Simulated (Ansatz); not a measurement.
Input for Ansatz (plane-wave DFT, PAW):

```yaml
crystal:
  lattice:
    - [-1.8279764221, 1.8279764221, 6.5432013309]
    - [1.8279764221, -1.8279764221, 6.5432013309]
    - [1.8279764221, 1.8279764221, -6.5432013309]
  atoms:
    - { symbol: K, position: [0.0, 0.0, 0.0] }
    - { symbol: Co, position: [0.75, 0.25, 0.5] }
    - { symbol: Co, position: [0.25, 0.75, 0.5] }
    - { symbol: As, position: [0.3504045466, 0.3504045466, 0.0] }
    - { symbol: As, position: [0.6495954534, 0.6495954534, 0.0] }
basis:
  ecutwfc: 420
kpoints:
  mp_grid: { grid: [14, 14, 14] }
hamiltonian:
  xc: pbesol
scf:
  occupations: { method: gaussian, width: 0.1 }
output:
  forces: true
  stress: true
  eigenvalues: true
relax:
  adjacent_minimum: "off"
  f_tol: 0.01
  max_steps: 30
  cell: { stress_tol: 0.1, fix: [volume] }
```

Command:
```bash
ansatz run input.yaml --threads 2 --pin off --max-ram 5120MiB --backend cpu --events-out ev --progress --plain --runs-dir out
```

Computed with Ansatz, DFT PBEsol, scalar-relativistic, plane waves, PAW.

From the run's log, abridged (iterations and final results):

```
SCF iter   1: F=—  HF=-21330.073703 eV  |F-HF|=—  |Δ(HF+E_count)|=         —  Δρ=1.56e-2  dr2=1.38e-1  ethr=1.77e-3  ⟨swp⟩=7.0  Hψ=40184  notcnv=0
SCF iter   2: F=—  HF=-21330.120659 eV  |F-HF|=—  |Δ(HF+E_count)|=   4.70e-2  Δρ=2.96e-2  dr2=4.55e-1  ethr=1.89e-4  ⟨swp⟩=2.0  Hψ=22899  notcnv=0  defer=525  recentre
SCF iter   3: F=—  HF=-21330.057183 eV  |F-HF|=—  |Δ(HF+E_count)|=   6.35e-2  Δρ=3.30e-3  dr2=6.40e-3  ethr=1.89e-4  ⟨swp⟩=2.0  Hψ=20423  notcnv=0  defer=525
SCF iter   4: F=—  HF=-21330.056544 eV  |F-HF|=—  |Δ(HF+E_count)|=   6.39e-4  Δρ=3.33e-4  dr2=8.17e-5  ethr=8.76e-6  ⟨swp⟩=2.0  Hψ=12914  notcnv=0  defer=487
SCF iter   5: F=—  HF=-21330.056545 eV  |F-HF|=—  |Δ(HF+E_count)|=   3.72e-7  Δρ=6.96e-5  dr2=2.32e-6  ethr=1.12e-7  ⟨swp⟩=2.3  Hψ=15429  notcnv=0  defer=474
SCF iter   6: F=—  HF=-21330.056545 eV  |F-HF|=—  |Δ(HF+E_count)|=   3.67e-7  Δρ=3.03e-5  dr2=5.02e-7  ethr=3.17e-9  ⟨swp⟩=2.0  Hψ=17042  notcnv=0  defer=474
SCF iter   7: F=-21330.056545 eV  HF=-21330.056545 eV  |F-HF|=4.06e-9  |Δ(HF+E_count)|=   3.08e-8  Δρ=3.46e-6  dr2=9.15e-9  ethr=1.37e-10  ⟨swp⟩=7.1  Hψ=47409  notcnv=0
SCF 1 converged in 7 iterations: F = -21330.056545 eV  dr2 = 9.15e-9
relax step   1: F+E_penalty+E_count = -21330.05654504 eV  Δ(F+E_penalty+E_count) = +0.000e0 eV  max|allowed force component| = 4.515e-1 eV/Å  Δτ_max = 0.0000 Å  P = +5.216 GPa  Ω = 87.456 Å³  fix = [volume]  reactions: volume +5.216 GPa (7 SCF iters, dr2 threshold 1.00e-7 eV, accepted)
Basis set: ecut = 420 eV, 1713 PW (Γ), FFT grids on a1+a3, a2+a3, a3, exchange–correlation on 50×50×96 points (8 copies of the dense FFT grid, shifted against one another)
Initial density: handed on by an earlier stage of this run
Initial wavefunctions: those handed on with the density
SCF iter   1: F=—  HF=-21330.069678 eV  |F-HF|=—  |Δ(HF+E_count)|=         —  Δρ=1.44e-3  dr2=1.74e-3  ethr=2.37e-6  ⟨swp⟩=1.4  Hψ=48093  notcnv=0
SCF iter   2: F=—  HF=-21330.069512 eV  |F-HF|=—  |Δ(HF+E_count)|=   1.66e-4  Δρ=6.43e-4  dr2=9.23e-4  ethr=2.37e-6  ⟨swp⟩=2.0  Hψ=17681  notcnv=0
SCF iter   3: F=—  HF=-21330.069306 eV  |F-HF|=—  |Δ(HF+E_count)|=   2.06e-4  Δρ=5.01e-4  dr2=1.37e-4  ethr=1.26e-6  ⟨swp⟩=2.1  Hψ=14822  notcnv=0
SCF iter   4: F=—  HF=-21330.069283 eV  |F-HF|=—  |Δ(HF+E_count)|=   2.30e-5  Δρ=2.41e-4  dr2=2.79e-5  ethr=1.88e-7  ⟨swp⟩=2.0  Hψ=13746  notcnv=0
SCF iter   5: F=—  HF=-21330.069279 eV  |F-HF|=—  |Δ(HF+E_count)|=   4.39e-6  Δρ=5.95e-5  dr2=1.93e-6  ethr=3.82e-8  ⟨swp⟩=2.0  Hψ=12962  notcnv=0
SCF iter   6: F=-21330.069278 eV  HF=-21330.069278 eV  |F-HF|=1.41e-7  |Δ(HF+E_count)|=   5.60e-7  Δρ=1.30e-5  dr2=1.64e-7  ethr=6.85e-10  ⟨swp⟩=5.2  Hψ=44632  notcnv=0
SCF 2 converged in 6 iterations: F = -21330.069278 eV  dr2 = 1.64e-7
relax step   2: F+E_penalty+E_count = -21330.06927795 eV  Δ(F+E_penalty+E_count) = -1.273e-2 eV  max|allowed force component| = 1.447e-1 eV/Å  Δτ_max = 0.0192 Å  P = +4.120 GPa  Ω = 87.456 Å³  energy of the carried Pulay correction = +1.092e-17 eV  fix = [volume]  reactions: volume +4.120 GPa (6 SCF iters, dr2 threshold 5.00e-7 eV, accepted)
SCF iter   1: F=—  HF=-21330.071412 eV  |F-HF|=—  |Δ(HF+E_count)|=         —  Δρ=8.93e-4  dr2=8.42e-4  ethr=1.13e-6  ⟨swp⟩=2.1  Hψ=47247  notcnv=0
SCF iter   2: F=—  HF=-21330.071313 eV  |F-HF|=—  |Δ(HF+E_count)|=   9.90e-5  Δρ=5.98e-4  dr2=4.72e-4  ethr=1.13e-6  ⟨swp⟩=2.0  Hψ=17669  notcnv=0
SCF iter   3: F=—  HF=-21330.071234 eV  |F-HF|=—  |Δ(HF+E_count)|=   7.99e-5  Δρ=6.30e-5  dr2=1.52e-6  ethr=6.47e-7  ⟨swp⟩=2.0  Hψ=13327  notcnv=0
SCF iter   4: F=—  HF=-21330.071234 eV  |F-HF|=—  |Δ(HF+E_count)|=   4.25e-7  Δρ=3.12e-5  dr2=7.60e-7  ethr=6.85e-10  ⟨swp⟩=6.5  Hψ=46824  notcnv=0
SCF iter   5: F=-21330.071234 eV  HF=-21330.071234 eV  |F-HF|=1.88e-8  |Δ(HF+E_count)|=   2.40e-7  Δρ=3.88e-6  dr2=2.00e-8  ethr=6.85e-10  ⟨swp⟩=4.6  Hψ=38721  notcnv=0
SCF 3 converged in 5 iterations: F = -21330.071234 eV  dr2 = 2.00e-8
relax step   3: F+E_penalty+E_count = -21330.07123369 eV  Δ(F+E_penalty+E_count) = -1.956e-3 eV  max|allowed force component| = 1.593e-3 eV/Å  Δτ_max = 0.0099 Å  P = +3.561 GPa  Ω = 87.456 Å³  energy of the carried Pulay correction = +3.276e-17 eV  fix = [volume]  reactions: volume +3.561 GPa (5 SCF iters, dr2 threshold 5.00e-7 eV, accepted)
Initial wavefunctions: pseudopotential atomic-orbital guess (no wavefunctions were taken with the density)
SCF iter   1: F=—  HF=-21330.071190 eV  |F-HF|=—  |Δ(HF+E_count)|=         —  Δρ=1.58e-4  dr2=5.70e-7  ethr=1.08e-7  ⟨swp⟩=3.2  Hψ=67209  notcnv=0
SCF iter   2: F=—  HF=-21330.071260 eV  |F-HF|=—  |Δ(HF+E_count)|=   7.02e-5  Δρ=2.74e-5  dr2=4.70e-7  ethr=7.80e-10  ⟨swp⟩=2.0  Hψ=18485  notcnv=0
SCF iter   3: F=—  HF=-21330.071260 eV  |F-HF|=—  |Δ(HF+E_count)|=   4.58e-9  Δρ=3.11e-5  dr2=5.13e-7  ethr=6.43e-10  ⟨swp⟩=2.0  Hψ=18805  notcnv=0
SCF iter   4: F=—  HF=-21330.071260 eV  |F-HF|=—  |Δ(HF+E_count)|=   6.21e-8  Δρ=1.70e-6  dr2=1.29e-9  ethr=6.43e-10  ⟨swp⟩=2.0  Hψ=13436  notcnv=0
SCF iter   5: F=-21330.071260 eV  HF=-21330.071260 eV  |F-HF|=1.46e-11  |Δ(HF+E_count)|=  6.77e-10  Δρ=2.67e-7  dr2=3.66e-11  ethr=1.00e-12  ⟨swp⟩=6.1  Hψ=45838  notcnv=0
SCF 4 converged in 5 iterations: F = -21330.071260 eV  dr2 = 3.66e-11
SCF converged after 5 iterations
Free energy (F): -21330.071260 eV
Harris-Foulkes:  -21330.071260 eV  (|F-HF|=1.46e-11)
Internal energy: -21330.063088 eV  (E = F + TS)
E sigma→0 (E₀):  -21330.067174 eV
Entropy (-TS):   -0.008172 eV (-1.634 meV/atom)
Fermi energy:    12.015174 eV
--- Per-component energies (eV) ---
  E_band       = -1175.601449
  E_kinetic    = 1380.218886
  E_local      = -14096.835540  (includes V_loc(G=0)·N_el)
  E_nonlocal   = -404.269812
  E_hartree    = 6617.091759
  E_xc         = -610.148177
  E_vxc        = -736.339225  (∫ρ·V_xc dr)
  E_paw        = -7319.059119  (= ΣΔE_a)
  E_vpaw       = -552.559926  (= ΣTr[D̂ρ^β])
  E_aug_tail   = 0.000144  (compensation charges beyond the density's cutoff)
  E_ewald      = -6899.478811
  E_core_change = 2.417581  (= ΣΔE_core)
  E_smearing   = -0.008172  (= −TS)
--- Forces (eV/Å), atoms counted from 1 ---
  atom   1  K      0.00000000     0.00000000     0.00000000
  atom   2  Co     0.00000000     0.00000000     0.00000000
  atom   3  Co     0.00000000     0.00000000     0.00000000
  atom   4  As     0.00000000     0.00000000    -0.00150010
  atom   5  As     0.00000000     0.00000000     0.00150010
--- Stress (GPa, compression-positive) ---
        3.606720       0.000000       0.000000
        0.000000       3.606720       0.000000
        0.000000       0.000000       3.469209
  P = ⅓ Tr σ = 3.5609 GPa (35.609 kbar)
--- Band table (eV; the first three rows and the last of 244) ---
  k-point 0: bands = ["-82.7955", "-82.7730", "-46.3468", "-46.3468", "-46.2404", "-46.2404", "-46.1446", "-46.1202", "-23.6254", "-23.6223", "-23.6110", "-23.6110", "-23.6107", "-23.6107", "-23.6074", "-23.6059", "-23.5899", "-23.5891", "-18.5396", "-2.3335", "-2.0201", "-2.0201", "-1.0473", "0.9051", "6.3557", "7.5326", "8.1393", "8.1393", "8.6932", "9.4360", "9.4360", "10.4998", "10.5560", "11.2407", "11.6371", "11.6371", "11.9007", "14.0365", "14.7686", "14.7686", "15.0792", "15.8152", "17.2158", "17.2696"]
  k-point 1: bands = ["-82.7949", "-82.7735", "-46.3475", "-46.3411", "-46.2464", "-46.2399", "-46.1439", "-46.1208", "-23.6251", "-23.6221", "-23.6112", "-23.6110", "-23.6109", "-23.6107", "-23.6075", "-23.6060", "-23.5898", "-23.5890", "-18.5361", "-2.3139", "-2.0726", "-2.0383", "-0.9326", "0.9027", "6.4605", "7.5800", "8.0073", "8.1695", "8.7578", "9.1989", "9.4050", "10.5178", "10.5588", "11.1832", "11.3468", "11.4593", "12.1144", "14.0434", "14.0450", "14.2552", "15.8700", "16.4639", "17.3476", "17.4491"]
  k-point 2: bands = ["-82.7933", "-82.7751", "-46.3494", "-46.3249", "-46.2632", "-46.2385", "-46.1422", "-46.1224", "-23.6242", "-23.6217", "-23.6117", "-23.6116", "-23.6109", "-23.6107", "-23.6076", "-23.6063", "-23.5894", "-23.5886", "-18.5262", "-2.2614", "-2.1799", "-2.0890", "-0.6405", "0.9020", "6.7342", "7.7061", "7.7211", "8.2551", "8.6048", "8.9058", "9.3178", "10.5318", "10.5391", "11.0086", "11.0310", "11.0600", "12.2800", "13.2899", "13.6357", "13.9642", "16.7693", "17.2826", "17.5625", "18.1758"]
  k-point 243: bands = ["-82.7954", "-82.7730", "-46.3468", "-46.3468", "-46.2404", "-46.2404", "-46.1446", "-46.1202", "-23.6255", "-23.6223", "-23.6113", "-23.6113", "-23.6104", "-23.6104", "-23.6074", "-23.6059", "-23.5902", "-23.5888", "-18.5395", "-2.4799", "-2.0199", "-2.0199", "-0.5360", "0.4166", "6.8990", "7.3172", "8.1099", "8.1099", "8.6935", "9.4604", "9.4604", "10.5135", "11.2412", "11.4026", "11.5056", "11.6980", "11.6980", "11.9007", "14.6911", "14.6911", "15.3777", "16.2958", "17.5401", "17.8425"]
--- Relaxed structure (3 steps of the walk, 3 accepted, 1 SCFs on fresh bases) ---
  F+E_penalty+E_count = -21330.07125996 eV   max|allowed force component| = 1.500e-3 eV/Å   (the final SCF, on the basis selected at the relaxed cell)
  cell:  # Å, volume = 87.4564 Å³
    - [-1.83727898, 1.83727898, 6.47710959]
    - [1.83727898, -1.83727898, 6.47710959]
    - [1.83727898, 1.83727898, -6.47710959]
  atoms:
    - { symbol: K, position: [0.0, 0.0, 0.0] }
    - { symbol: Co, position: [0.75000000, 0.25, 0.50000000] }
    - { symbol: Co, position: [0.25, 0.75000000, 0.50000000] }
    - { symbol: As, position: [0.35263133, 0.35263133, 0.0] }
    - { symbol: As, position: [0.64736866, 0.64736866, 0.0] }
```

The relaxation met its thresholds.

Time: 55 s on 2 threads of Intel(R) Xeon(R) 6975P-C (Granite Rapids), with other jobs on the host, peak memory 0.93 GiB.